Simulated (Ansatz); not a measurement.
According to PBE in the plane-wave PAW code Ansatz, GaP in the rock salt structure (Fm-3m) relaxes to a = 5.157 Å. Ga has 6 nearest neighbours from 2.58 Å (octahedral); P has 6 nearest neighbours from 2.58 Å (octahedral). Its formation energy from the elements is -2.4 kJ/mol of atoms, with no fitted shifts.

Electronic character: metallic (no gap). Gap from PBE with spin–orbit coupling: none (metallic).

The bulk modulus is 88.0 GPa.

The start of the workflow was typed in or built on a structure type; neither database checked (COD, Materials Project) lists it. It is not the phase usual at ambient conditions (space group No. 216). Symmetry was held in the PBE relaxation; its stability against distortions is not shown here. The references are the lowest solids computed at this level, not always the standard phases. Scalar-relativistic: spin–orbit coupling is off unless named, which matters more the heavier the elements.

Potentials: the later of the program's two PAW sets.
